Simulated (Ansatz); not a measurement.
NaCl (rock salt)

```
CELL_PARAMETERS angstrom
      0.00000     2.80386     2.80386
      2.80386     0.00000     2.80386
      2.80386     2.80386     0.00000
ATOMIC_POSITIONS crystal
  Cl 0.00000 0.00000 0.00000
  Na 0.50000 0.50000 0.50000
```

The slice is a {111} plane (indices of the conventional cell) through the point (0.500, 0.500, 0.500) (fractional), spanned by u = [100] and v = [-1 2 0] in vectors of this cell: u (3.97 Å) and v (6.87 Å, at 90° to u). It covers one period; positions are fractions (u, v).

Computed with r2SCAN (plane waves to 500 eV, PAW, scalar-relativistic; Ansatz, an electronic-structure program). k mesh 10×10×10. These are valence fields of a PAW run, semicore shells included where kept as valence: close to a nucleus they are smooth pseudo fields. NaCl was relaxed with its symmetry unable to fall.

Q: Sketch the electron localisation function (ELF) on this plane as a map.

A: 
```tsv
v \ u	0.00	0.17	0.33	0.50	0.67	0.83
0.90	0.57	0.08	0.05	0.20	0.05	0.08
0.75	0.16	0.04	0.04	0.16	0.04	0.04
0.60	0.20	0.05	0.08	0.57	0.08	0.05
0.45	0.05	0.01	0.49	x	0.49	0.01
0.30	0.31	0.08	0.02	0.02	0.02	0.08
0.15	0.03	0.01	0.11	0.34	0.11	0.01
0.00	x	0.59	0.01	0.02	0.01	0.59
```

Values: electron localisation function (ELF). Points within 0.5 Å of a nucleus are blanked (x), as the pseudised field means little there.
